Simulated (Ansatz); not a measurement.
Here is the system:

Mo₃Ir:
```cif
data_IrMo3
_chemical_formula_sum 'Mo3 Ir1'
_space_group_name_H-M_alt 'P 1'
_space_group_IT_number 1
_cell_length_a 3.93655
_cell_length_b 3.93655
_cell_length_c 3.93655
_cell_angle_alpha 90.000
_cell_angle_beta 90.000
_cell_angle_gamma 90.000
loop_
_space_group_symop_operation_xyz
  'x, y, z'
loop_
_atom_site_label
_atom_site_type_symbol
_atom_site_fract_x
_atom_site_fract_y
_atom_site_fract_z
_atom_site_occupancy
Mo1 Mo 0.00000 0.50000 0.50000 1
Mo2 Mo 0.50000 0.50000 0.00000 1
Mo3 Mo 0.50000 0.00000 0.50000 1
Ir1 Ir 0.00000 0.00000 0.00000 1
```

This is the r²SCAN-relaxed structure.

All from r²SCAN (plane waves, PAW; program Ansatz), unless another level is named. Give the formation energy from the elements (no fitted shifts).

0.009 eV/atom.

And the density of states at the Fermi level?

0.99 states/eV per atom (mean over ±0.08 eV).

Next, the gap with spin–orbit coupling?

none (metallic).

Space group Pm-3m (Cu3Au type). A made-up cell: these elements were put on the sites of a structure type; neither database checked (COD, Materials Project) lists it. Its standing as an ambient phase is unchecked. Symmetry was held in the r²SCAN relaxation; its stability against distortions is not shown here. No spin polarisation was allowed. The references are the lowest solids computed at this level, not always the standard phases. Scalar-relativistic: spin–orbit coupling is off unless named, which matters more the heavier the elements.

Potentials: the earlier of the program's two PAW sets.
